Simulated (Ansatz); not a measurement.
LiBeS₃: relaxation step by step

The cell of LiBeS₃ is invented: perovskite family, tilts a0a0a0, polar shift along [001] (P4mm, No. 99) (A site Li; B site Be; X site S). Its size is a rough estimate.

```
CELL_PARAMETERS angstrom
4.18228 0.00000 0.00000
0.00000 4.18228 0.00000
0.00000 0.00000 4.18228
ATOMIC_POSITIONS crystal
Li 0.50000 0.50000 0.48238
Be 0.00000 0.00000 0.98238
S 0.00000 0.50000 0.00000
S 0.50000 0.00000 0.00000
S 0.00000 0.00000 0.50000
```

All numbers below come from Ansatz 0.2.0, DFT PBE, scalar-relativistic, plane waves, PAW. Cutoff 420 eV, Gaussian smearing, Γ-centred meshes. Cell and atoms relax first on a coarse mesh and then on a finer one. In between, the cell is made exact in the group found at 0.06 Å. In metals the finer mesh still leaves noise of several meV/atom or more. The steps can't lower the symmetry of their start. No spin polarisation.

Steps on the 4×4×4 mesh (5 atoms, 15 steps). The free energy counts from the last step; some steps are skipped; the plane-wave basis is renewed at times, which shifts energy and pressure.

```
step  ΔF (meV/atom)  V (Å³/atom)  P (GPa)  largest force component (eV/Å)
   1          113.4        14.63    11.41                           0.640
   3           35.4        16.84     0.59                           0.126
   4           27.6        17.22    -0.40                           0.145
   6           19.3        17.41     0.57                           0.268
   7           56.6        19.84    -4.57                           0.237
   9           10.3        17.76     0.02                           0.278
  10            3.5        18.10    -0.47                           0.336
  12            1.2        18.01     0.03                           0.060
  13            0.9        18.06     0.04                           0.009
  15            0.0        18.11     0.08                           0.012
```

The relaxed structure, after a last relaxation on the converged mesh:

```xyz
5
Lattice="4.6138 0.0000 0.0000 0.0000 4.6138 0.0000 0.0000 0.0000 4.2033" Properties=species:S:1:pos:R:3 pbc="T T T"
Li    2.3069    2.3069    1.1648
Be    0.0000    0.0000    4.1849
S     0.0000    2.3069    0.3945
S     2.3069    0.0000    0.3945
S     0.0000    0.0000    2.1197
```

The symmetry stays P4mm (No. 99). The volume per atom grows by 22.3 %, from 14.6 to 17.9 Å³. The shortest distance goes from 2.02 Å (Be–S) to 2.07 Å (Be–S). The energy falls by about 0.11 eV/atom (the start's value is from the coarse mesh). The end is written in a standard setting, so origin, axes and order of atoms can differ from the start's. Li has 4 S at 2.43 Å; Be is surrounded by 2 S at 2.07–2.14 Å and 4 S at 2.34 Å; around S on a site of symmetry 2mm lie 2 Be at 2.34 Å and 2 Li at 2.43 Å; 1 more site not described.

```yaml
Volume_per_atom: 17.90 Å³
Density: 2.08 g/cm³
Formation_energy: −0.06 eV/atom
Gap_on_the_8×8×10_mesh_of_the_5-atom_cell: 0 eV (a metal)
```

Formation energies are uncorrected and refer to the elements' standard structures at the same level.

The last run used Gaussian smearing of 0.10 eV. An odd number of electrons in the primitive cell allows no gap without spin; a larger cell or a magnetic state could open one. The cell is a metal run without spin; a magnetic state may lie lower. The reference form of S is held partly by dispersion forces, which this level lacks. Symmetry constrained the relaxation, so the result can be a saddle point. In all, the 3 runs took 2.6 min on 1 thread of AMD EPYC 7R43 64-Core Processor (Zen 3), with other jobs on the host.
